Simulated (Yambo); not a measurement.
BSE-type run in Yambo on SiC (2H, space group P6_3mc, No. 186) under biaxial strain of +2 % along x and y, z relaxed, at zero momentum.

Quantum ESPRESSO step (PBEsol, PseudoDojo standard norm-conserving files, scalar-relativistic):
```
&CONTROL
  calculation = 'nscf'
  pseudo_dir = './pseudo'
  outdir = './out'
/
&SYSTEM
  ibrav = 0
  nat = 4
  ntyp = 2
  ecutwfc = 82.0
  ecutrho = 328.0
  occupations = 'fixed'
  force_symmorphic = .true.
  nbnd = 27
/
&ELECTRONS
  conv_thr = 4e-09
  diago_full_acc = .true.
  diago_thr_init = 1e-08
/
ATOMIC_SPECIES
C 12.0110 C.upf
Si 28.0850 Si.upf
CELL_PARAMETERS angstrom
  3.137673225788   0.000000000000   0.000000000000
 -1.568836612894   2.717304722306   0.000000000000
  0.000000000000   0.000000000000   5.028705255000
ATOMIC_POSITIONS crystal
C   0.333333333000   0.666666667000   0.876657954500
C   0.666666666333   0.333333333667   0.376657954500
Si   0.333333333000   0.666666667000   0.498342045500
Si   0.666666666333   0.333333333667   0.998342045500
K_POINTS automatic
9 9 6 0 0 0
```

Yambo input:
```
rim_cut
optics
bse
bss
dipoles
em1s
RandQpts= 1000000
RandGvec= 1 Ry
FFTGvecs= 40 Ry
Chimod= "HARTREE"
BSKmod= "SEX"
BSEmod= "resonant"
BSSmod= "hs"
BSENGexx= 15 Ry
BSENGBlk= 4 Ry
% KfnQP_E
 0.982 | 1.0 | 1.0 |
%
% BSEQptR
 1 | 1 |
%
% BSEBands
 4 | 10 |
%
% BEnRange
 0.0 | 9.6 | eV
%
% BDmRange
 0.15 | 0.15 | eV
%
BEnSteps= 192
% BLongDir
 0.0 | 0.0 | 1.0 |
%
BSHayTrs= -0.02
BSSNEig= 24
WRbsWF
% BndsRnXs
 1 | 23 |
%
NGsBlkXs= 4 Ry
% LongDrXs
 1.0 | 1.0 | 1.0 |
%
```

From the report:

The dimension is k points × valence × conduction bands = 486 × 5 × 2 = 4860.
```
  [SLEPC] Approach                          : Krylov-Schur
  [SLEPC] Number of requested eigenvalues   :  24
  [SLEPC] Number of eigenvalues        [NEV]:  24
   [K] Dimension                                    :   4860
   [K] Bands                                        :   4  10
   [K] Exchange res                                 : yes
   [K] Correlation res                              : yes
   [K] W interaction is bare                        : no
   [K] RL vectors exchange                          :  299
   [K] RL vectors correlation                       :   43
   [W] Matrix size                                  :   43
   [W] Bands                                        :   1  23
   [W] Coulomb Cutoff                               : none
   [W] Hxc Kernel                                   : HARTREE
```
